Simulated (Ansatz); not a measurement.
Structure optimisation: rhodium, beta-Sn type

All numbers below come from DFT, m-r2SCAN, plane waves (500 eV) with PAW, scalar-relativistic in Ansatz 0.2.0. The PAW files were generated under PBE, with cores re-solved for the functional.

k-point mesh 14×14×9, Fermi-Dirac smearing 0.05 eV, starting moments 1.00 ×2 μB. Cell and atoms relax.

Starting structure:

```
Rh
1.0
    -2.36469    2.36469    1.29112
     2.36469   -2.36469    1.29112
     2.36469    2.36469   -1.29112
Rh
2
Direct
  0.00000 0.00000 0.00000
  0.75000 0.25000 0.50000
```

Q: What cell does the relaxation end in?

A: P6_3/mmc with a = 2.701 Å, c = 4.357 Å (c/a = 1.613); 13.77 Å³ per atom against 14.44 at the start (-4.7 %).

The cell has left the beta-Sn structure type; it ends in P6_3/mmc.

Q: How much energy does the relaxation gain?

A: 543.7 meV per atom.

Path of the relaxation (the plane waves are chosen anew near the end, which can shift the energy a little):

```
step  E − E(final) (meV/atom)  V (Å³/atom)  P (GPa)  max force (eV/Å)
   0                   543.72       14.439    13.18             0.000
   1                   503.94       15.552    -4.55             0.002
   2                   499.02       15.297    -1.04             0.001
   3                   498.42       15.222     0.13             0.001
   4                   498.35       15.228     0.10             0.001
   5                   498.34       15.232     0.04             0.003
   6                   498.31       15.235     0.00             0.003
   7                   497.40       15.228     0.08             0.008
   8                   473.75       15.174    -0.07             0.061
   9                   424.06       15.031     0.22             0.135
  10                   363.24       14.818     1.68             0.120
  11                   333.94       14.706     3.15             0.131
  12                   330.11       14.858    -0.07             0.010
  13                   328.38       14.840    -0.17             0.020
  14                   320.42       14.667     0.44             0.051
  15                   307.31       14.432     1.39             0.011
  16                   255.24       14.166     1.12             0.045
  17                   202.41       14.322    -6.21             0.122
  18                   130.23       13.633     3.48             0.331
  19                    83.09       13.413     4.15             0.282
  20                    71.08       13.596     0.21             0.001
  21                    70.96       13.614     0.05             0.003
  22                    70.92       13.613    -0.04             0.001
  23                    70.92       13.612     0.01             0.000
  24                    23.91       13.612     4.28             0.009
```

The k-point mesh keeps fewer symmetry operations than the starting structure has, so the cell can leave it.

Q: Which magnetic state does it end in?

A: non-magnetic.

m-r²SCAN is r²SCAN on the gauge-invariant kinetic-energy density; without spin polarisation the two are equal.
